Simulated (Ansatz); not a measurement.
CdI2:
```xyz
9
Lattice="2.0818 1.2019 19.9701 -2.0818 1.2019 19.9701 0.0000 -2.4039 19.9701" Properties=species:S:1:pos:R:3 pbc="T T T"
Cd     0.0000     0.0000    33.2826
Cd     0.0000     0.0000    26.6276
Cd     0.0000     0.0000     0.0000
I      0.0000     0.0000    38.2486
I      0.0000     0.0000    21.6616
I      0.0000     0.0000    51.5617
I      0.0000     0.0000     8.3486
I      0.0000     0.0000    44.9059
I      0.0000     0.0000    15.0043
```

Relaxed with LDA. Special points in fractions of this cell's reciprocal vectors: Γ (0.000, 0.000, 0.000); T (0.500, 0.500, 0.500); H2 (0.831, 0.169, 0.500); H0 (0.500, -0.169, 0.169); L (0.500, 0.000, 0.000); S0 (0.335, -0.335, 0.000); S2 (0.665, 0.000, 0.335); F (0.500, 0.000, 0.500).

Task: List the band energies nearest the valence-band maximum at these points for the program Ansatz at the LDA level (PAW).

Result: In eV from the valence-band maximum; about four levels below and three above (degenerate sets whole), none deeper than 8.9 eV; points with the same levels are listed once.

```csv
k,below,above
Γ,-0.06 -0.06 -0.05 -0.05,2.34 3.39 3.40
T,-0.14 -0.14 -0.02 -0.02,2.74 2.75 3.70
H2,-0.80 -0.80 -0.45 -0.44,2.73 2.92 3.25
L,-0.59 -0.52 -0.25 -0.24,2.15 2.35 2.42
S0,-0.81 -0.80 -0.45 -0.43,2.73 2.92 3.25
F,-0.49 -0.47 -0.46 -0.15,2.15 2.16 2.58
```

Space group R-3m. The first step of the workflow began from a Materials Project structure, measured or hypothetical; the Crystallography Open Database files this formula in space group No. 166, but the cells were not matched. Whether it is the stable phase at ambient conditions was not checked. Symmetry was held in the LDA relaxation; whether a distortion lowers the energy is not shown. A crystal of weakly bound layers computed without a dispersion correction: the cell and the soft elastic constants depend strongly on that. Spin–orbit coupling is left out wherever it is not named.

Potentials: the later of the program's two PAW sets.
